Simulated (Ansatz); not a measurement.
Ge$_{2}$Sb$_{2}$Te$_{5}$ (Ge2Sb2Te5-Kooi type, space group P-3m1)

```
CELL_PARAMETERS angstrom
      4.29363     0.00000     0.00000
     -2.14681     3.71839     0.00000
      0.00000     0.00000    17.63591
ATOMIC_POSITIONS crystal
  Te 0.00000 0.00000 0.00000
  Ge 0.66667 0.33333 0.09824
  Ge 0.33333 0.66667 0.90176
  Te 0.33333 0.66667 0.19409
  Te 0.66667 0.33333 0.80591
  Sb 0.00000 0.00000 0.30944
  Sb 0.00000 0.00000 0.69056
  Te 0.66667 0.33333 0.40641
  Te 0.33333 0.66667 0.59359
```

This relaxed cell (volume V₀) is scaled evenly in all directions, its shape held. The atoms relax within the cell's symmetry.

The numbers are results of PBE (plane waves to 420 eV, PAW, scalar-relativistic; Ansatz, a program for electronic structure), not measurements. k mesh 9×9×2 (Γ-centred), Fermi-Dirac smearing 0.05 eV. Energies are smeared free energies. Compression counts positive. With the shape held, the modulus is that of even scaling; a crystal free to change shape is softer. Ge2Sb2Te5 was relaxed with its symmetry unable to fall. Spin-orbit coupling is left out, though Sb and Te are heavy. The PAW data are Ansatz's earlier set. ΔE is measured from the relaxed starting cell.

```
V (Å³/atom)  ΔE (meV/atom)
-----------  -------------
28.156                34.5
28.678                22.7
29.199                13.7
29.721                 7.3
30.242                 3.0
30.763                 0.7
31.285                 0.0
31.806                 0.6
32.328                 2.4
32.849            withheld
33.371                 8.7
33.892                12.9
34.413                17.8
```

Task: Fit a third-order Birch-Murnaghan form (E₀, V₀, B₀, B₀′ free) to the given rows and predict ΔE at V = 32.849.

Result: Least squares on the 12 given rows: ΔE = E₀ + (9V₀B₀/16)·y²·[2 + (B₀′ − 4)y], y = (V₀/V)^(2/3) − 1, with V₀ = 31.294 Å³/atom, B₀ = 25.17 GPa (160.2 GPa = 1 eV/Å³; the term in eV is multiplied by 1000), B₀′ = 8.74, E₀ = -0.04 meV/atom; root-mean-square residual 0.04 meV/atom. At 32.849 the fit gives 5.1 meV/atom; the calculation gives 5.1 meV/atom, the same to the digits shown. For the pressure the fit gives -0.98 GPa against the computed -0.97 GPa.

(A scan under strain: stresses follow from slopes of the energy per volume, elastic moduli from its curvatures.)
